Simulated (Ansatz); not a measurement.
Time and memory for ZnS

```yaml
crystal:
  lattice:
    - [3.8073155943, 0.0, 0.0]
    - [-1.9036577972, 3.2972320249, 0.0]
    - [0.0, 0.0, 31.14240284]
  atoms:
    - { symbol: Zn, position: [0.6666666667, 0.3333333333, 0.20003375] }
    - { symbol: Zn, position: [0.0, 0.0, 0.79997348] }
    - { symbol: Zn, position: [0.6666666667, 0.3333333333, 0.9000316] }
    - { symbol: Zn, position: [0.3333333333, 0.6666666667, 0.70003375] }
    - { symbol: Zn, position: [0.3333333333, 0.6666666667, 0.10004845] }
    - { symbol: Zn, position: [0.6666666667, 0.3333333333, 0.60004845] }
    - { symbol: Zn, position: [0.0, 0.0, 0.00010105] }
    - { symbol: Zn, position: [0.3333333333, 0.6666666667, 0.4000316] }
    - { symbol: Zn, position: [0.0, 0.0, 0.29997348] }
    - { symbol: Zn, position: [0.0, 0.0, 0.50010105] }
    - { symbol: S, position: [0.6666666667, 0.3333333333, 0.27493853] }
    - { symbol: S, position: [0.0, 0.0, 0.07498882] }
    - { symbol: S, position: [0.6666666667, 0.3333333333, 0.67496975] }
    - { symbol: S, position: [0.0, 0.0, 0.87485692] }
    - { symbol: S, position: [0.3333333333, 0.6666666667, 0.77493853] }
    - { symbol: S, position: [0.0, 0.0, 0.57498882] }
    - { symbol: S, position: [0.3333333333, 0.6666666667, 0.17496975] }
    - { symbol: S, position: [0.3333333333, 0.6666666667, 0.47505566] }
    - { symbol: S, position: [0.6666666667, 0.3333333333, 0.97505566] }
    - { symbol: S, position: [0.0, 0.0, 0.37485692] }
kpoints:
  mp_grid: { grid: [8, 8, 1] }
scf:
  occupations: { method: fermi_dirac, width: 0.02 }
hamiltonian:
  xc: pbe
  pseudopotentials: { kind: paw, frozen_core: stored }
output:
  forces: true
  stress: true
  populations: true
  efg: { quadrupole_moments_barn: { Zn: 0.122, S: -0.0694 } }
relax:
  f_tol: 0.02
  max_steps: 60
```

```sh
ansatz run input.yaml --threads 1 --pin off --max-ram 3072MiB --backend cpu --events-out ev --progress --plain --runs-dir out
```

It runs on 1 thread of Intel Xeon 6975P-C (Granite Rapids) (x86_64; 16 cores open to the job, memory cap 3.0 GiB, no GPU), a shared host with a load of 0.1 a core.

Problem. How much time and memory should be set aside?

Solution. About 36 s of wall time (36 s of CPU time) and 0.93 GiB. The run holds 180 valence electrons in 110 bands, about 7629 plane waves a k-point and 10 irreducible k-points, and took 10 SCF iterations, over 2 ionic steps. Times on a shared host vary by tens of per cent.
